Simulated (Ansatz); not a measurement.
LaTiGe₃:
```
LaTiGe3
1.0
    6.29673     0.00000     0.00000
   -3.14836     5.45312     0.00000
    0.00000     0.00000     5.95041
La Ti Ge
2 2 6
Direct
  0.66667   0.33333   0.25000
  0.33333   0.66667   0.75000
  0.00000   0.00000   0.50000
  0.00000   0.00000   0.00000
  0.19756   0.80244   0.25000
  0.80244   0.19756   0.75000
  0.39511   0.19756   0.75000
  0.60489   0.80244   0.25000
  0.19756   0.39511   0.25000
  0.80244   0.60489   0.75000
```

Relaxed with r²SCAN. Special points in fractions of this cell's reciprocal vectors: Γ (0.000, 0.000, 0.000); M (0.500, 0.000, 0.000); K (0.333, 0.333, 0.000); A (0.000, 0.000, 0.500); L (0.500, 0.000, 0.500); H (0.333, 0.333, 0.500).

Task: List the band energies nearest the Fermi level at these points for r²SCAN in the plane-wave PAW code Ansatz.

Result: In eV from the Fermi level; about four levels below and three above (degenerate sets whole), none deeper than 8.9 eV; points with the same levels are listed once.

| k | below | above |
|---|---|---|
| Γ | -1.49 -1.49 -0.58 -0.10 | 0.40 0.40 1.36 |
| M | -1.48 -1.36 -1.28 -0.88 | 0.43 1.26 1.51 |
| K | -1.06 -1.06 -0.18 -0.18 | 0.83 0.83 1.66 |
| A | -0.67 -0.67 -0.67 -0.67 | 0.77 0.77 1.19 1.19 1.19 1.19 |
| L | -1.14 -1.14 -0.03 -0.03 | 0.15 0.15 1.51 1.51 |
| H | -1.16 -1.16 -0.15 -0.15 | 0.22 0.22 0.98 0.98 |

Space group P6_3/mmc. The first step of the workflow began from a Materials Project structure, measured or hypothetical; the Crystallography Open Database copy checked does not list it. Whether it is the stable phase at ambient conditions was not checked. The r²SCAN relaxation kept the symmetry of its start; its stability against distortions is not shown here. The run is not spin-polarised. Scalar-relativistic: spin–orbit coupling is off unless named, which matters more the heavier the elements.

Potentials: the later of the program's two PAW sets.
